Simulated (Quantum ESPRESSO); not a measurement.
# Ta6WGa: a guest atom moved from site to site

Simulated, not a measurement. The program is pw.x of Quantum ESPRESSO 7.5 (plane-wave density functional theory). The cell is made up: eight metal atoms on a hexagonal close-packed lattice, with elements, volume, strain and displacements drawn at random and not relaxed, so it may be unstable or far from any real phase. PseudoDojo standard norm-conserving files set the functional (PBE unless stated); there is no spin polarisation or spin-orbit coupling, the Fermi-Dirac width of 0.25 eV means electrons at about 2900 K, and the masses in the input are unused placeholders. Heavy elements are run without spin-orbit coupling, which real alloys of them have. A spin test at this wide smearing found no moment, but such smearing suppresses magnetism that the real alloy may have.

The runs move one W atom among sites that otherwise hold Ta. Cell, positions, cutoff, mesh and smearing stay as in the input of run 1; sites are counted in its order. Stress in the tables is positive in tension.

Input of run 1:

```
&control calculation='scf', pseudo_dir='./dojo.nc.sr.pbe.v0_5.standard.upf', outdir='./o', disk_io='minimal', tprnfor=.true., tstress=.true. /
&system ibrav=0, nat=8, ntyp=3, nbnd=70, ecutwfc=79.96652505, nosym=.true., tot_charge=0,
 occupations='smearing', smearing='fd', degauss=0.0183746611
/
&electrons conv_thr=1.470e-08, electron_maxstep=70, mixing_beta=0.5 /
ATOMIC_SPECIES
Ga 1.0 Ga.upf
Ta 1.0 Ta.upf
W 1.0 W.upf
CELL_PARAMETERS angstrom
-0.0836 4.9431 0.0372
2.9038 -0.0137 4.769
2.8564 -0.0828 -4.7396
ATOMIC_POSITIONS angstrom
Ta 0.0687 -0.1423 -0.0728
W 2.9071 -0.0328 0.0029
Ta 2.8041 1.4978 -2.4635
Ta 3.0715 1.4812 2.5224
Ta 1.4364 2.4237 0.0226
Ta 4.2163 2.2139 0.2351
Ga 1.4406 3.9132 -2.5699
Ta 1.2853 4.1998 2.2273
K_POINTS automatic
5 5 5 1 1 1
```

| run | elements on sites 1 to 8 | free energy less that of run 1 (eV) | -TS (eV) | pressure (GPa) | stress xx (GPa) | stress yy (GPa) | stress zz (GPa) | stress yz (GPa) | stress xz (GPa) | stress xy (GPa) | iterations |
| --- | --- | --- | --- | --- | --- | --- | --- | --- | --- | --- | --- |
| 1 | Ta W Ta Ta Ta Ta Ga Ta | 0.000 | -1.567 | 18.18 | -17.50 | -16.60 | -20.45 | 0.11 | -0.50 | -0.07 | 15 |
| 2 | Ta Ta Ta W Ta Ta Ga Ta | -0.082 | -1.578 | 18.25 | -17.54 | -17.47 | -19.74 | 0.43 | -0.38 | -0.06 | 15 |
| 3 | Ta Ta Ta Ta W Ta Ga Ta | -0.072 | -1.572 | 18.07 | -17.79 | -16.29 | -20.13 | 1.59 | -0.21 | -0.71 | 15 |
| 4 | Ta Ta Ta Ta Ta W Ga Ta | -0.209 | -1.563 | 18.29 | -17.95 | -16.76 | -20.17 | 0.38 | -0.16 | -0.24 | 15 |
| 5 | Ta Ta Ta Ta Ta Ta Ga W | 0.040 | -1.584 | 18.30 | -17.26 | -16.81 | -20.84 | 0.47 | -0.02 | -0.79 | 15 |

Forces Fx Fy Fz (eV/Å):

| site | run 1 | run 2 | run 3 | run 4 | run 5 |
| --- | --- | --- | --- | --- | --- |
| 1 | -0.61 -0.32 -1.37 | -0.61 -0.28 -1.71 | -0.26 -0.76 -1.28 | -0.90 -0.58 -1.31 | -0.51 -0.80 -1.14 |
| 2 | 0.32 -1.12 -1.15 | 0.26 -1.30 -1.20 | -0.04 -1.49 -1.29 | 0.64 -1.07 -1.38 | 0.10 -1.55 -1.23 |
| 3 | 1.08 0.29 2.15 | 0.80 0.15 1.89 | 1.41 0.35 1.68 | 1.09 0.41 1.70 | 1.55 0.28 2.01 |
| 4 | -2.32 0.45 -0.05 | -1.76 0.23 0.27 | -2.23 0.64 0.44 | -2.36 0.53 -0.03 | -2.57 0.38 0.09 |
| 5 | 0.51 -0.25 -0.65 | 0.12 -0.28 -0.93 | 0.11 -0.08 -0.67 | 0.40 -0.16 -0.56 | 0.25 -0.08 -0.50 |
| 6 | 0.24 0.93 -3.24 | 0.39 1.34 -2.97 | 0.33 1.55 -3.31 | 0.41 1.12 -2.65 | 0.59 1.36 -3.29 |
| 7 | -1.00 1.24 1.96 | -1.07 1.18 2.10 | -0.91 1.18 2.16 | -0.93 0.96 1.86 | -0.75 1.07 2.09 |
| 8 | 1.78 -1.21 2.34 | 1.86 -1.04 2.54 | 1.60 -1.38 2.28 | 1.65 -1.22 2.37 | 1.34 -0.66 1.98 |

The sites are displaced and not relaxed, so the energy differences mix bonding between neighbours with strain and are not ordering energies. A rerun of one cell of this series at a higher cutoff and on a denser mesh moved values by no more than 0.002 eV in energy, 0.02 GPa in stress and 0.005 eV/Å in force, and a second program with other atomic files agreed on that cell to 2 % rms in force and 0.5 GPa in pressure.